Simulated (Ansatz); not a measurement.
# Zone-centre phonons of Ca₃GeTe at -1.2 GPa: input and output

Level of theory: DFT PBE, scalar-relativistic, plane waves, PAW in Ansatz 0.2.0.

Launched with:
```bash
ansatz run input.yaml --threads 1 --pin off --max-ram 1280MiB --backend cpu --events-out ev --progress --plain --runs-dir out
```

Input (bare energies are in eV):
```yaml
crystal:
  lattice:
    - [5.8456, 0.0, 0.0]
    - [0.0, 5.8456, 0.0]
    - [0.0, 0.0, 5.8456]
  atoms:
    - { symbol: Ge, position: [0.0, 0.0, 0.0] }
    - { symbol: Te, position: [0.5, 0.5, 0.5] }
    - { symbol: Ca, position: [0.5, 0.5, 0.0] }
    - { symbol: Ca, position: [0.5, 0.0, 0.5] }
    - { symbol: Ca, position: [0.0, 0.5, 0.5] }
basis:
  ecutwfc: 420
kpoints:
  mp_grid: { grid: [6, 6, 6] }
hamiltonian:
  xc: pbe
scf:
  occupations: { method: fermi_dirac, width: 0.15 }
output:
  eigenvalues: true
phonons:
  method: dfpt
  eigenvectors: true
```

The end of the output:
```
--- Phonons (Γ-DFPT): 4 representative perturbations + reference, on 64 of 216 k-points (Σ response iterations 32) ---
  k mesh reduced under 8 symmetry operations, with k and −k counted as one. Each operation leaves every solved displacement unchanged or reverses it
  ASR residual: 7.148e-4 → 0.000e0 eV/Å²; symmetrization residual: 3.445e-5 eV/Å²
  ASR residual per site (eV/Å²): 6.69e-5 2.08e-5 7.15e-4 7.15e-4 7.15e-4
  Γ frequencies (cm⁻¹): -95.17 -95.17 -95.17 -56.92 -56.92 -56.92 0.00 0.00 0.00 56.33 56.33 56.33 277.52 277.52 277.52
  non-analytic LO–TO correction: not included (Born effective charges unavailable; polar crystals: no LO–TO splitting at Γ)
```

Its imaginary modes show that this cell, the ideal cubic antiperovskite prototype, isn't a minimum of the energy. In a metal, frequencies and elastic constants depend on the k mesh and the smearing, soft modes and shear constants most. Spin–orbit coupling is left out, which matters for heavy elements. A semilocal functional can close a gap that the real compound has.

Negative frequencies stand for imaginary ones: the cell is unstable against these modes.